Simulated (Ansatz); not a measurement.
Theory: DFT PBE, scalar-relativistic, plane waves, PAW (Ansatz 0.2.0). Settings: cutoff 420 eV, Γ-centred meshes spaced at most about 0.3 Å⁻¹, and about 0.25 Å⁻¹ or finer for metals (2π included), Gaussian smearing. No spin polarisation in the final relaxations.

Temperature and zero-point effects are left out.

Two forms of Y₂Si₂F were relaxed alike.

1.

```
Y Si F
1.0
     3.71130    0.00000    0.00000
    -1.85565    3.21408    0.00000
     0.00000    0.00000    8.08262
Y Si F
2 2 1
Direct
  0.33333 0.66667 0.19231
  0.66667 0.33333 0.80769
  0.33333 0.66667 0.56349
  0.66667 0.33333 0.43651
  0.00000 0.00000 0.00000
```

2.

```
Y Si F
1.0
     4.15513    0.00000    0.00000
    -2.07756    3.59845    0.00000
     0.00000    0.00000    7.96189
Y Si F
2 2 1
Direct
  0.00000 0.00000 0.72342
  0.00000 0.00000 0.27658
  0.33333 0.66667 0.50000
  0.66667 0.33333 0.50000
  0.00000 0.00000 0.00000
```

Question: Which is lower in energy, and by how much?

Answer: Cell 2 is lower, by 145 meV/atom. Cell 1 has space group P-3m1 (No. 164), 19.3 Å³/atom and no gap on its mesh; cell 2 has space group P6/mmm (No. 191), 23.8 Å³/atom and no gap. Counting Si or Y atoms around F (for each partner element, those within 1.25 times its shortest distance or 1.15 times the sum of covalent radii, where it is the nearest in units of that sum or under 1.3), cell 1 has F 6 and cell 2 has F 2. Cell 1 and cell 2 both hold Si–Si nets. The lower one is the more open, so pressure narrows the difference. Both come from invented guesses.

Cells relaxed within their symmetry can be saddle points.
